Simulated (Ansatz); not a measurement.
The following input was run with Ansatz 0.2.0.

```yaml
crystal:
  lattice:
    - [-2.1435816928, 2.1435816928, 4.9930318289]
    - [2.1435816928, -2.1435816928, 4.9930318289]
    - [2.1435816928, 2.1435816928, -4.9930318289]
  atoms:
    - { symbol: "Y", position: [0.0, 0.0, 0.0] }
    - { symbol: Ge, position: [0.3688829585, 0.3688829585, 0.0] }
    - { symbol: Ge, position: [0.6311170415, 0.6311170415, 0.0] }
    - { symbol: Ru, position: [0.75, 0.25, 0.5] }
    - { symbol: Ru, position: [0.25, 0.75, 0.5] }
basis:
  ecutwfc: 420
kpoints:
  mp_grid: { grid: [12, 12, 12] }
hamiltonian:
  xc: pbesol
scf:
  occupations: { method: gaussian, width: 0.1 }
output:
  forces: true
  stress: true
  eigenvalues: true
relax:
  adjacent_minimum: "off"
  f_tol: 0.01
  max_steps: 30
  cell: { stress_tol: 0.1, fix: [volume] }
```

Launched with
```bash
ansatz run input.yaml --threads 1 --pin off --max-ram 2560MiB --backend cpu --events-out ev --progress --plain --runs-dir out
```

All numbers below come from DFT PBEsol, scalar-relativistic, plane waves, PAW (Ansatz 0.2.0).

Abridged output (iterations and final results):

```
SCF iter   1: F=—  HF=-23938.294196 eV  |F-HF|=—  |Δ(HF+E_count)|=         —  Δρ=7.18e-3  dr2=5.60e-2  ethr=1.77e-3  ⟨swp⟩=5.8  Hψ=23694  notcnv=0
SCF iter   2: F=—  HF=-23938.287492 eV  |F-HF|=—  |Δ(HF+E_count)|=   6.70e-3  Δρ=3.08e-3  dr2=1.06e-2  ethr=7.88e-5  ⟨swp⟩=1.6  Hψ=9479  notcnv=0
SCF iter   3: F=—  HF=-23938.285810 eV  |F-HF|=—  |Δ(HF+E_count)|=   1.68e-3  Δρ=6.98e-4  dr2=3.98e-4  ethr=1.49e-5  ⟨swp⟩=2.0  Hψ=8516  notcnv=0
SCF iter   4: F=—  HF=-23938.285700 eV  |F-HF|=—  |Δ(HF+E_count)|=   1.10e-4  Δρ=3.47e-4  dr2=1.39e-4  ethr=5.61e-7  ⟨swp⟩=2.0  Hψ=9302  notcnv=0
SCF iter   5: F=—  HF=-23938.285670 eV  |F-HF|=—  |Δ(HF+E_count)|=   3.05e-5  Δρ=1.17e-4  dr2=2.44e-5  ethr=1.96e-7  ⟨swp⟩=2.3  Hψ=11866  notcnv=0
SCF iter   6: F=—  HF=-23938.285671 eV  |F-HF|=—  |Δ(HF+E_count)|=   1.30e-6  Δρ=2.48e-5  dr2=1.16e-6  ethr=3.43e-8  ⟨swp⟩=2.0  Hψ=8630  notcnv=0
SCF iter   7: F=-23938.285671 eV  HF=-23938.285671 eV  |F-HF|=3.81e-8  |Δ(HF+E_count)|=   2.79e-7  Δρ=6.38e-6  dr2=6.42e-8  ethr=1.41e-10  ⟨swp⟩=6.5  Hψ=31087  notcnv=0
SCF 1 converged in 7 iterations: F = -23938.285671 eV  dr2 = 6.42e-8
relax step   1: F+E_penalty+E_count = -23938.28567067 eV  Δ(F+E_penalty+E_count) = +0.000e0 eV  max|allowed force component| = 2.538e-1 eV/Å  Δτ_max = 0.0000 Å  P = -8.024 GPa  Ω = 91.771 Å³  fix = [volume]  reactions: volume -8.024 GPa (7 SCF iters, dr2 threshold 1.00e-7 eV, accepted)
Initial density: handed on by an earlier stage of this run
Initial wavefunctions: those handed on with the density
SCF iter   1: F=—  HF=-23938.290696 eV  |F-HF|=—  |Δ(HF+E_count)|=         —  Δρ=1.44e-3  dr2=2.83e-3  ethr=3.93e-6  ⟨swp⟩=2.9  Hψ=28932  notcnv=0
SCF iter   2: F=—  HF=-23938.290445 eV  |F-HF|=—  |Δ(HF+E_count)|=   2.52e-4  Δρ=7.21e-4  dr2=8.06e-4  ethr=3.93e-6  ⟨swp⟩=1.0  Hψ=7009  notcnv=0
SCF iter   3: F=—  HF=-23938.290331 eV  |F-HF|=—  |Δ(HF+E_count)|=   1.13e-4  Δρ=1.05e-4  dr2=3.39e-5  ethr=1.14e-6  ⟨swp⟩=1.2  Hψ=7110  notcnv=0
SCF iter   4: F=—  HF=-23938.290327 eV  |F-HF|=—  |Δ(HF+E_count)|=   3.82e-6  Δρ=4.19e-5  dr2=2.38e-6  ethr=4.78e-8  ⟨swp⟩=2.0  Hψ=9736  notcnv=0
SCF iter   5: F=-23938.290326 eV  HF=-23938.290326 eV  |F-HF|=3.43e-7  |Δ(HF+E_count)|=   1.32e-6  Δρ=1.98e-5  dr2=4.53e-7  ethr=3.35e-9  ⟨swp⟩=2.0  Hψ=12214  notcnv=0
SCF iter   6: F=-23938.290326 eV  HF=-23938.290326 eV  |F-HF|=2.04e-8  |Δ(HF+E_count)|=   1.19e-7  Δρ=6.29e-6  dr2=4.56e-8  ethr=6.38e-10  ⟨swp⟩=2.2  Hψ=24890  notcnv=0
SCF 2 converged in 6 iterations: F = -23938.290326 eV  dr2 = 4.56e-8
relax step   2: F+E_penalty+E_count = -23938.29032588 eV  Δ(F+E_penalty+E_count) = -4.655e-3 eV  max|allowed force component| = 4.621e-2 eV/Å  Δτ_max = 0.0146 Å  P = -7.543 GPa  Ω = 91.771 Å³  energy of the carried Pulay correction = +5.747e-18 eV  fix = [volume]  reactions: volume -7.543 GPa (6 SCF iters, dr2 threshold 5.00e-7 eV, accepted)
SCF iter   1: F=—  HF=-23938.290530 eV  |F-HF|=—  |Δ(HF+E_count)|=         —  Δρ=4.24e-4  dr2=2.49e-4  ethr=3.55e-7  ⟨swp⟩=2.0  Hψ=28321  notcnv=0
SCF iter   2: F=—  HF=-23938.290513 eV  |F-HF|=—  |Δ(HF+E_count)|=   1.77e-5  Δρ=2.09e-4  dr2=6.94e-5  ethr=3.51e-7  ⟨swp⟩=1.0  Hψ=7009  notcnv=0
SCF iter   3: F=—  HF=-23938.290502 eV  |F-HF|=—  |Δ(HF+E_count)|=   1.11e-5  Δρ=3.34e-5  dr2=3.56e-6  ethr=9.78e-8  ⟨swp⟩=1.1  Hψ=7041  notcnv=0
SCF iter   4: F=—  HF=-23938.290501 eV  |F-HF|=—  |Δ(HF+E_count)|=   8.75e-7  Δρ=9.76e-6  dr2=1.49e-7  ethr=5.02e-9  ⟨swp⟩=1.6  Hψ=7273  notcnv=0
SCF iter   5: F=-23938.290501 eV  HF=-23938.290501 eV  |F-HF|=5.22e-9  |Δ(HF+E_count)|=   4.16e-8  Δρ=2.64e-6  dr2=9.56e-9  ethr=2.10e-10  ⟨swp⟩=2.0  Hψ=12799  notcnv=0
SCF iter   6: F=-23938.290501 eV  HF=-23938.290501 eV  |F-HF|=3.82e-10  |Δ(HF+E_count)|=   1.73e-9  Δρ=6.68e-7  dr2=4.64e-10  ethr=1.35e-11  ⟨swp⟩=2.0  Hψ=20471  notcnv=0
SCF 3 converged in 6 iterations: F = -23938.290501 eV  dr2 = 4.64e-10
relax step   3: F+E_penalty+E_count = -23938.29050065 eV  Δ(F+E_penalty+E_count) = -1.748e-4 eV  max|allowed force component| = 6.862e-5 eV/Å  Δτ_max = 0.0039 Å  P = -7.437 GPa  Ω = 91.771 Å³  energy of the carried Pulay correction = +6.437e-16 eV  fix = [volume]  reactions: volume -7.437 GPa (6 SCF iters, dr2 threshold 1.33e-7 eV, accepted)
Initial wavefunctions: pseudopotential atomic-orbital guess (no wavefunctions were taken with the density)
SCF iter   1: F=—  HF=-23938.290495 eV  |F-HF|=—  |Δ(HF+E_count)|=         —  Δρ=1.68e-6  dr2=1.43e-9  ethr=1.76e-7  ⟨swp⟩=3.0  Hψ=39387  notcnv=0
SCF iter   2: F=—  HF=-23938.290499 eV  |F-HF|=—  |Δ(HF+E_count)|=   4.66e-6  Δρ=8.96e-7  dr2=3.61e-10  ethr=2.01e-12  ⟨swp⟩=3.6  Hψ=18676  notcnv=0
SCF iter   3: F=-23938.290499 eV  HF=-23938.290499 eV  |F-HF|=1.13e-10  |Δ(HF+E_count)|=  3.42e-10  Δρ=5.48e-7  dr2=1.57e-10  ethr=1.00e-12  ⟨swp⟩=2.0  Hψ=8644  notcnv=0
SCF iter   4: F=-23938.290499 eV  HF=-23938.290499 eV  |F-HF|=1.16e-10  |Δ(HF+E_count)|=    0.00e0  Δρ=2.76e-7  dr2=5.92e-11  ethr=1.00e-12  ⟨swp⟩=2.0  Hψ=8639  notcnv=0
SCF iter   5: F=-23938.290499 eV  HF=-23938.290499 eV  |F-HF|=1.46e-11  |Δ(HF+E_count)|=  3.64e-11  Δρ=1.32e-7  dr2=8.26e-12  ethr=1.00e-12  ⟨swp⟩=1.0  Hψ=7009  notcnv=0
SCF iter   6: F=-23938.290499 eV  HF=-23938.290499 eV  |F-HF|=3.64e-12  |Δ(HF+E_count)|=  7.28e-12  Δρ=7.81e-8  dr2=2.88e-12  ethr=1.00e-12  ⟨swp⟩=1.0  Hψ=7009  notcnv=0
SCF iter   7: F=-23938.290499 eV  HF=-23938.290499 eV  |F-HF|=0.00e0  |Δ(HF+E_count)|=    0.00e0  Δρ=1.35e-8  dr2=9.81e-14  ethr=1.00e-12  ⟨swp⟩=2.0  Hψ=20332  notcnv=0
SCF 4 converged in 7 iterations: F = -23938.290499 eV  dr2 = 9.81e-14
SCF converged after 7 iterations
Free energy (F): -23938.290499 eV
Harris-Foulkes:  -23938.290499 eV  (|F-HF|=0.00e0)
Internal energy: -23938.277867 eV  (E = F + TS)
E sigma→0 (E₀):  -23938.284183 eV
Entropy (-TS):   -0.012632 eV (-2.526 meV/atom)
Fermi energy:    14.437596 eV
--- Per-component energies (eV) ---
  E_band       = -556.882854
  E_kinetic    = 1559.906606
  E_local      = -8827.363415  (includes V_loc(G=0)·N_el)
  E_nonlocal   = 1586.380716
  E_hartree    = 3531.052646
  E_xc         = -701.765630
  E_vxc        = -806.586653  (∫ρ·V_xc dr)
  E_paw        = -13533.988736  (= ΣΔE_a)
  E_vpaw       = -1131.325646  (= ΣTr[D̂ρ^β])
  E_aug_tail   = 0.000257  (compensation charges beyond the density's cutoff)
  E_ewald      = -7554.991548
  E_core_change = 2.491237  (= ΣΔE_core)
  E_smearing   = -0.012632  (= −TS)
--- Forces (eV/Å), atoms counted from 1 ---
  atom   1  Y      0.00000000     0.00000000     0.00000000
  atom   2  Ge     0.00000000     0.00000000    -0.00006969
  atom   3  Ge     0.00000000     0.00000000     0.00006969
  atom   4  Ru     0.00000000     0.00000000     0.00000000
  atom   5  Ru     0.00000000     0.00000000     0.00000000
--- Stress (GPa, compression-positive) ---
       -7.443413       0.000000       0.000000
        0.000000      -7.443413       0.000000
        0.000000       0.000000      -7.421879
  P = ⅓ Tr σ = -7.4362 GPa (-74.362 kbar)
--- Band table (eV; the first three rows and the last of 163) ---
  k-point 0: bands = ["-57.4907", "-57.4643", "-28.3096", "-27.6766", "-27.6766", "-27.5158", "-27.5158", "-27.4742", "-27.4374", "-9.6086", "-9.5640", "-9.5640", "-9.5141", "-9.5141", "-9.5090", "-9.5084", "-9.4911", "-9.4846", "-9.4756", "-8.3220", "-8.3220", "-8.2036", "3.7109", "6.4866", "9.1833", "10.7682", "10.7682", "11.1719", "12.1537", "12.8153", "12.8153", "13.7274", "13.9569", "14.0496", "14.0496", "14.4063", "14.4568", "15.6116", "17.1601", "17.7359", "17.7359", "17.8304", "18.4538"]
  k-point 1: bands = ["-57.4898", "-57.4652", "-28.3095", "-27.6781", "-27.6649", "-27.5280", "-27.5147", "-27.4729", "-27.4385", "-9.6087", "-9.5647", "-9.5643", "-9.5154", "-9.5147", "-9.5084", "-9.5080", "-9.4915", "-9.4844", "-9.4758", "-8.3258", "-8.3248", "-8.2033", "3.8096", "6.5135", "9.2913", "10.5465", "10.8310", "11.2968", "11.9826", "12.5673", "13.0667", "13.5929", "13.9847", "13.9935", "14.0110", "14.2695", "14.4428", "15.7198", "16.4733", "17.5424", "17.9317", "18.4464", "19.1516"]
  k-point 2: bands = ["-57.4874", "-57.4676", "-28.3091", "-27.6822", "-27.6329", "-27.5614", "-27.5119", "-27.4691", "-27.4416", "-9.6091", "-9.5666", "-9.5655", "-9.5182", "-9.5164", "-9.5082", "-9.5063", "-9.4921", "-9.4842", "-9.4764", "-8.3358", "-8.3325", "-8.2024", "4.0798", "6.5865", "9.5072", "10.2328", "11.0055", "11.5249", "11.7828", "11.8584", "13.4266", "13.5018", "13.7671", "13.9237", "13.9240", "13.9613", "14.4590", "15.8255", "15.9024", "17.6164", "18.3369", "18.5419", "18.7831"]
  k-point 162: bands = ["-57.4907", "-57.4643", "-28.3148", "-27.6766", "-27.6766", "-27.5158", "-27.5158", "-27.4685", "-27.4372", "-9.6082", "-9.5640", "-9.5640", "-9.5152", "-9.5141", "-9.5141", "-9.5023", "-9.4850", "-9.4826", "-9.4816", "-8.3208", "-8.3208", "-8.2188", "4.7279", "5.0731", "9.3209", "10.8210", "10.8210", "11.2219", "11.9262", "12.2855", "12.2855", "12.4035", "14.4179", "14.6992", "14.6992", "15.6113", "15.7184", "16.5930", "16.8727", "17.5763", "17.9097", "17.9862", "17.9862"]
--- Relaxed structure (3 steps of the walk, 3 accepted, 1 SCFs on fresh bases) ---
  F+E_penalty+E_count = -23938.29049944 eV   max|allowed force component| = 6.969e-5 eV/Å   (the final SCF, on the basis selected at the relaxed cell)
  cell:  # Å, volume = 91.7708 Å³
    - [-2.14273152, 2.14273152, 4.99699476]
    - [2.14273152, -2.14273152, 4.99699476]
    - [2.14273152, 2.14273152, -4.99699476]
  atoms:
    - { symbol: Y, position: [0.0, 0.0, 0.0] }
    - { symbol: Ge, position: [0.36702811, 0.36702811, 0.0] }
    - { symbol: Ge, position: [0.63297188, 0.63297188, 0.0] }
    - { symbol: Ru, position: [0.75000000, 0.24999999, 0.50000000] }
    - { symbol: Ru, position: [0.24999999, 0.75000000, 0.50000000] }
```

The relaxation met its thresholds.

The run took 2.4 min on 1 thread of Arm Neoverse V1, with other jobs on the host, peak memory 0.74 GiB.